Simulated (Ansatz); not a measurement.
Ti (diamond): energy against volume

Method: DFT, m-r2SCAN, plane waves (500 eV) with PAW, scalar-relativistic in Ansatz. The PAW files were generated under PBE, with cores re-solved for the functional.

The cell is scaled uniformly from the relaxed one, with fractional coordinates and shape fixed. Energies are extrapolated to zero smearing, pressures are those at the given smearing. Magnetic state: ferromagnetic.

A Birch-Murnaghan fit gives V₀ = 26.88 Å³/atom, B₀ = 17.3 GPa, B₀′ = 3.8.

Question: What are the energy above the minimum and the pressure at 24.672 Å³/atom?

Answer: 11.3 meV/atom and 1.79 GPa as computed.

Question: What are the energy above the minimum and the pressure at 25.745 Å³/atom?

Answer: 2.8 meV/atom and 0.84 GPa as computed.

Question: What are the energy above the minimum and the pressure at 27.890 Å³/atom?

Answer: 2.0 meV/atom and -0.64 GPa as computed.

m-r²SCAN is r²SCAN on the gauge-invariant kinetic-energy density; without spin polarisation the two are equal.
